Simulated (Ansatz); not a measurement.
# One run on MnHg (P4/mmm): stretched by 7 % along z at fixed volume; anisotropy by the force theorem

Level of theory: DFT, PBE, all-electron PAW with datasets made for the crystal, scalar-relativistic (Ansatz).

Command: `ansatz run input.yaml --threads 2 --pin off --max-ram 4096MiB --backend cpu --events-out ev --progress --plain --runs-dir out`

```yaml
crystal:
  lattice:
    - [3.204731461, 0.0, 0.0]
    - [0.0, 3.204731461, 0.0]
    - [0.0, 0.0, 3.54705]
  atoms:
    - { symbol: Mn, position: [0.5, 0.5, 0.5], spin: 3.8 }
    - { symbol: Hg, position: [0.0, 0.0, 0.0] }
magnetization:
  spin_polarized: true
kpoints:
  mp_grid: { grid: [9, 9, 9] }
scf:
  occupations: { method: fermi_dirac, width: 0.1 }
  lower_state_search: "off"
hamiltonian:
  xc: pbe
  pseudopotentials: { kind: all_electron, datasets: crystal }
output:
  eigenvalues: false
  eigenstates:
    nscf_kmesh: { grid: [14, 14, 13] }
    top_band: c28
    magnetocrystalline_anisotropy:
      directions: [[0.0, 0.0, 1.0], [1.0, 0.0, 0.0], [0.70710678, 0.70710678, 0.0]]
```

Output:

```
settings of this run that can trade accuracy for cost: output.eigenvalues: false. Do not mix this run's numbers with those of runs without the same settings; the input reference describes each key
hamiltonian.pseudopotentials.datasets: crystal makes datasets for this crystal and solves the spheres of its atoms anew in each pass: cutoff 290.0 eV, the density's 1160.0 eV; for an error of 0.50 meV an atom under PBE, 1.0 meV for the cell; an energy difference from a run of another recipe may be off by several times the error for the cell, under r2SCAN by more, where some 0.1 meV an atom stays a …
Engine: ansatz 0.2.0
Pseudopotentials: kind: all_electron
Pseudopotential: Mn, paw, valence charge 15, recommended cutoff 290 eV (normal), crystal/all_electron/pbe/scalar/gaussian/Mn, Koelling and Harmon's equation, gaussian nucleus
Pseudopotential: Hg, paw, valence charge 20, recommended cutoff 290 eV (normal), crystal/all_electron/pbe/scalar/gaussian/Hg, Koelling and Harmon's equation, gaussian nucleus
Functional definition: PBE
  parameter kappa = 0.804
  parameter beta = 0.06672455060314922
  exchange = pbe_x(kappa = kappa, mu = beta*pi^2/3)
  correlation = pbe_c(beta = beta)
Crystal: 2 atoms, lattice volume = 36.429 Å³
Basis set: ecut = 290 eV, 397 PW (Γ), exchange–correlation on 36×36×40 points (8 copies of the dense FFT grid, shifted against one another)
Bands: 24, of which v1, the nominal top of the filled ones, is band 18 counted from 1 (17 counted from 0)
Symmetry: 16 space group operations
Space group: P4/mmm (ITA 123), of the structure as read, at distance tolerance 3.3e-5 Å
Magnetic group: BNS 123.339 (UNI 999), of the structure as read, at distance tolerance 3.3e-5 Å
k-points: 75 of 729
Non-local potential: Mn, projectors of the file, l = 0: 3, l = 1: 2, l = 2: 2
Non-local potential: Hg, projectors of the file, l = 0: 3, l = 1: 2, l = 2: 2
PAW form: soft (Blöchl's): semilocal exchange-correlation on the pseudo side does not see the compensation charge
PAW one-centre angular grid: Mn, 590 points (default); XC on its mesh's 1939 points in the sphere
PAW one-centre angular grid: Hg, 590 points (default); XC on its mesh's 1813 points in the sphere
Initial density: superposition of atomic densities (chi_scale 0.1, normalization cell)
Starting moments: Σ|m| = 3.8 μB on 1 of 2 sites
Initial wavefunctions: pseudopotential atomic-orbital guess
Functional: x = pbe(κ = 0.804, μ = 0.2195149727645171), c = pbe(β = 0.06672455060314922)
iter 1 solved again at ethr=8.87e-3 eV; its pass at ethr=1.00e-1 eV (dr2=3.10e0 eV) is discarded
SCF iter   1: F=—  HF=-565357.738153 eV  |F-HF|=—  |Δ(HF+E_count)|=         —  Δρ=4.58e-2 (↑4.43e-2 ↓4.58e-2)  dr2=3.16e0  dr2_m=2.65e-2  M=3.809 μB ∫|m|=3.942 μB  β_m=1.00  ethr=8.87e-3  ⟨swp⟩=2.2  Hψ=18247  notcnv=0
[...]
SCF iter  13: F=—  HF=-565357.322449 eV  |F-HF|=—  |Δ(HF+E_count)|=   2.11e-6  Δρ=2.78e-5 (↑2.62e-5 ↓2.78e-5)  dr2=9.42e-7  dr2_m=6.78e-9  M=3.846 μB ∫|m|=4.120 μB  β_m=0.95  ethr=7.42e-9  ⟨swp⟩=3.0  Hψ=6705  notcnv=0
SCF iter  14: F=—  HF=-565357.322449 eV  |F-HF|=—  |Δ(HF+E_count)|=   1.76e-7  Δρ=1.22e-5 (↑6.27e-6 ↓1.22e-5)  dr2=6.95e-8  dr2_m=1.81e-8  M=3.846 μB ∫|m|=4.120 μB  β_m=0.91  ethr=2.69e-9  ⟨swp⟩=2.6  Hψ=6522  notcnv=0
SCF iter  15: F=-565357.322449 eV  HF=-565357.322449 eV  |F-HF|=1.87e-8  |Δ(HF+E_count)|=   6.18e-8  Δρ=9.25e-6 (↑3.39e-6 ↓9.25e-6)  dr2=6.30e-8  dr2_m=4.31e-9  M=3.846 μB ∫|m|=4.120 μB  ethr=1.98e-10  ⟨swp⟩=3.0  Hψ=7358  notcnv=0
SCF 1 converged in 15 iterations: F = -565357.322449 eV  dr2 = 6.30e-8
  greatest PAW one-centre occupation: 1.018 electrons in one spin orbital (limit 2), on the Mn atom at site 0 (counted from 0), in its partial waves of l = 1
NSCF: frozen V_eff on 252 k-points
[...]
Magnetization: 3.8460 μB (19.4230 up, 15.5770 down)
Absolute magnetization: 4.1201 μB (∫|ρ↑−ρ↓|)
Spin contamination: 0.0610 ħ² per cell (⟨S²⟩ above its minimum at these occupations)
Per-site moments (μB) at R_I (Å): [(3.833784305566368, 1.1870072071488502), (-0.03044788465696545, 1.1870072071488502)]
Free energy (F): -565357.322449 eV
Harris-Foulkes:  -565357.322449 eV  (|F-HF|=1.87e-8)
Internal energy: -565357.271231 eV  (E = F + TS)
E sigma→0 (E₀):  -565357.296840 eV
Entropy (-TS):   -0.051219 eV (-25.609 meV/atom)
Past the cutoff: waves up to 1.5 times it would add -0.000326 eV an atom, which no energy here includes
By the cutoff:   a pressure is off by up to 0.021 GPa (6 times that energy over an atom's volume, and 0.004 GPa: a bound that held against runs at twice the plane waves)
Past the cutoffs: a stress includes 0.0009 GPa for waves and charges beyond them
In the spheres:  the bands' charges fall short by 9.7e-7 e at most (sound up to 1e-3)
Fermi energy:    18.366313 eV
--- Per-component energies (eV) ---
  E_band       = -520.792379
  E_kinetic    = 286.610226
  E_local      = -3051.343148  (includes V_loc(G=0)·N_el)
  E_nonlocal   = -277.700585
  E_hartree    = 1569.833204
  E_xc         = -100.725338
  E_vxc        = -130.970000  (∫ρ·V_xc dr)
  E_paw        = -569282.349913  (= ΣΔE_a)
  E_vpaw       = -10880.923269  (= ΣTr[D̂ρ^β])
  E_ewald      = -4895.454791
  E_smearing   = -0.051219  (= −TS)
  E_closure    = 10393.859114  (closes the sum)
  Σ components = -565357.322449   (vs F -565357.322449, Δ=0.00e0)
  The terms above E_closure are by the made datasets' own strengths, without shells solved beside the bands.
--- Band table (eV; the first three rows and the last of 150) ---
  k-point 0 ↑: bands = ["-97.1553", "-62.9301", "-45.5754", "-45.5665", "-45.5665", "-31.7206", "-31.6567", "-31.6567", "8.7193", "10.0198", "10.1528", "11.2050", "11.2050", "11.4221", "15.4036", "15.5436", "16.3852", "16.3852", "16.4054", "21.4458", "24.1870", "24.1870"]
  k-point 1 ↑: bands = ["-97.1553", "-62.9301", "-45.5759", "-45.5664", "-45.5664", "-31.7215", "-31.6567", "-31.6567", "8.8746", "10.0424", "10.2278", "11.1907", "11.1907", "11.4324", "15.3675", "15.5264", "16.3068", "16.3068", "16.3884", "20.2706", "24.4982", "24.4982"]
  k-point 2 ↑: bands = ["-97.1553", "-62.9300", "-45.5773", "-45.5663", "-45.5663", "-31.7237", "-31.6567", "-31.6567", "9.2855", "10.1009", "10.4831", "11.1545", "11.1545", "11.4587", "15.2747", "15.4102", "16.1229", "16.1229", "16.3450", "18.3337", "25.3702", "25.3702"]
  k-point 74 ↓: bands = ["-97.1254", "-58.8506", "-45.5523", "-45.5523", "-45.5420", "-27.7078", "-27.6901", "-27.6901", "10.2022", "10.3703", "10.3897", "11.6883", "11.9489", "16.1600", "16.9056", "16.9711", "19.4813", "20.1374", "20.3140", "22.2711", "23.1422", "23.3286"]
settings of this run that can trade accuracy for cost: output.eigenvalues: false. Do not mix this run's numbers with those of runs without the same settings; the input reference describes each key
```

magnetocrystalline_anisotropy.tsv:

```
# direction_x	direction_y	direction_z	energy_mev	energy_tetrahedra_mev	beyond_first_order_mev	atom_0_mev	atom_1_mev	spread_mev	spread_tetrahedra_mev	orbital_0_along_direction_mub	orbital_1_along_direction_mub
# format = ansatz-magnetocrystalline-anisotropy/3
# nscf_kmesh_grid = 14 14 13
# nscf_kmesh_shift = 0 0 0
# n_bands = 46
# occupation_method = fermi_dirac
# smearing_width_ev = 0.1
# xc_rung = gga
# a1_ang = 3.2047 0 0
# a2_ang = 0 3.2047 0
# a3_ang = 0 0 3.5471
# atom = 0 Mn 0.5 0.5 0.5
# atom = 1 Hg 0 0 0
# kernel_functional = own
# kernel_scale = 1.0076
# goldstone_residual = 0.010568
# bands_end_over_fermi_ev = 38.276
# easy_direction_run = 0
# easy_direction_tetrahedra = 0
0	0	1	0	0	0.00084189	0	0	0	0	-0.0050414	0.014978
1	0	0	0.036296	0.13298	0.00066846	0.061759	-0.076451	0.72221	1.4138	-0.0038528	0.01887
0.70711	0.70711	0	0.035808	0.15728	0.00072127	0.05922	-0.075365	0.53054	1.143	-0.0039122	0.018882
```

Site moments (μB): Mn1 3.83, Hg2 -0.03. Cell moment 3.85 μB.

The spread over coarser sub-meshes exceeds the differences between directions, so this mesh may not resolve the easy direction.

The magnetic group in the log treats spin as a scalar label, without spin–orbit coupling.

The Ansatz runs typed with the search for lower states off end where their start leads. The program couldn't verify every level among the many empty bands that the force theorem sums over. None of this fixes the real material's magnetic order: only patterns that fit the cell were computed, at zero temperature, with a functional that can overstate moments.

It took 100 s on 2 threads of Arm Neoverse V1, with other jobs on the host, peak memory 1.3 GiB.
